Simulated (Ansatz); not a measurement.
MgO:
```cif
data_MgO
_chemical_formula_sum 'Mg1 O1'
_space_group_name_H-M_alt 'P 1'
_space_group_IT_number 1
_cell_length_a 2.97990
_cell_length_b 2.97990
_cell_length_c 2.97990
_cell_angle_alpha 60.000
_cell_angle_beta 60.000
_cell_angle_gamma 60.000
loop_
_space_group_symop_operation_xyz
  'x, y, z'
loop_
_atom_site_label
_atom_site_type_symbol
_atom_site_fract_x
_atom_site_fract_y
_atom_site_fract_z
_atom_site_occupancy
Mg1 Mg 0.50000 0.50000 0.50000 1
O1 O 0.00000 0.00000 0.00000 1
```

Relaxed with PBEsol.

### Question
Decompose the optical modes at the zone centre into irreducible representations, and say which are infrared and Raman allowed.

### Answer
Point group m-3m: Γ_opt = T1u. Infrared: T1u. Raman: none.

### Question
Assign frequencies (DFPT, plane-wave PAW PBEsol (Ansatz code); without the LO–TO term).

### Answer
T1u 388 cm⁻¹.

Space group Fm-3m (rock salt). The PBEsol relaxation kept the symmetry of its start; phonons on a q-mesh show no instability. The volume moved by -33 % from the start of the relaxation.

Potentials: the later of the program's two PAW sets.
